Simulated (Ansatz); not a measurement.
GaN (rock salt, space group No. 225), r²SCAN in the plane-wave PAW code Ansatz. The conduction-band minimum lies at X, with 3 equivalent valleys. Second derivatives d²E/dk² of the lowest band at one valley (eV·Å²), along Cartesian directions:

```csv
direction,d²E/dk²
[100],16.73
[010],39.42
[001],39.42
[110],28.08
[101],28.08
[011],39.40
```

**Question.** Find the principal effective masses, the density-of-states mass and the conductivity mass.

**Answer.** Off-diagonal terms follow from H_xy = H[110] − (H_xx + H_yy)/2, and m*/mₑ = 7.620 eV·Å² over each eigenvalue: 0.19, 0.19, 0.46. One valley's DOS mass (m₁m₂m₃)^(1/3) = 0.26, conductivity mass 3/(Σ 1/mᵢ) = 0.24 mₑ.

**Question.** What effective density of states Nc follows at 300 K for parabolic valleys?

**Answer.** Nc = 2.509e19 × 3 × (0.26)^(3/2) ≈ 1.0e19 cm⁻³.

Space group Fm-3m (rock salt). This is a known high-pressure phase of the composition, computed here at zero pressure and temperature. Symmetry was held in the r²SCAN relaxation; whether a distortion lowers the energy is not shown. Spin–orbit coupling is left out wherever it is not named.

Potentials: the later of the program's two PAW sets.

Edges and masses are those of Kohn–Sham bands, whose gap is no quasiparticle gap.
